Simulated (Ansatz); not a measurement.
These are results of DFT PBE, scalar-relativistic, plane waves, PAW (Ansatz), not measurements. Settings: cutoff 420 eV, Γ-centred meshes spaced at most about 0.3 Å⁻¹, and about 0.25 Å⁻¹ or finer for metals (2π included), Gaussian smearing. Collinear spin in cells that started with moments and kept them past the coarse steps, no spin elsewhere.

All energies are static (0 K, no zero-point motion). All come from trial cells, and lower structures may exist.

Question: Order these relaxed structures of SrTiO by energy, lowest first, with the energy over the lowest of them.
A.

Space group P4/mmm (No. 123). a = 2.977 Å, b = 2.977 Å, c = 7.131 Å, α = 90.00°, β = 90.00°, γ = 90.00°
| atom | site | symmetry | x | y | z |
| --- | --- | --- | --- | --- | --- |
| Sr | 1d | 4/mmm | 0.5000 | 0.5000 | 0.5000 |
| Ti | 1c | 4/mmm | 0.5000 | 0.5000 | 0.0000 |
| O | 1a | 4/mmm | 0.0000 | 0.0000 | 0.0000 |

B.

Space group P-6m2 (No. 187). a = 3.454 Å, b = 3.454 Å, c = 6.280 Å, α = 90.00°, β = 90.00°, γ = 120.00°
```
atom  site  symmetry       x       y       z
  Sr    1a      -6m2  0.0000  0.0000  0.0000
  Ti    1d      -6m2  0.3333  0.6667  0.5000
   O    1f      -6m2  0.6667  0.3333  0.5000
```

C.

Space group P4/mmm (No. 123). a = 3.862 Å, b = 3.862 Å, c = 3.956 Å, α = 90.00°, β = 90.00°, γ = 90.00°
```
atom  site  symmetry       x       y       z
  Sr    1a     4/mmm  0.0000  0.0000  0.0000
  Ti    1d     4/mmm  0.5000  0.5000  0.5000
   O    1c     4/mmm  0.5000  0.5000  0.0000
```

Answer: C (0 meV/atom), B (374 meV/atom), A (721 meV/atom). Forms: C P4/mmm, moments up to 0.6 μB; B P-6m2, no spin; A P4/mmm, no spin. Counting O atoms around Sr and Ti (those within 1.25 times the shortest such distance or 1.15 times the sum of covalent radii; the shortest distance is added where it is long for a bond): C has Sr 4, Ti 2; B has Sr 6 from 3.7 Å, Ti 3; A has Sr 8 from 4.1 Å, Ti 4.

Another magnetic order may lie lower. Cells relaxed within their symmetry can be saddle points. Some structure types and database cells were kept out of the candidates from the start, so a known form may be missing.
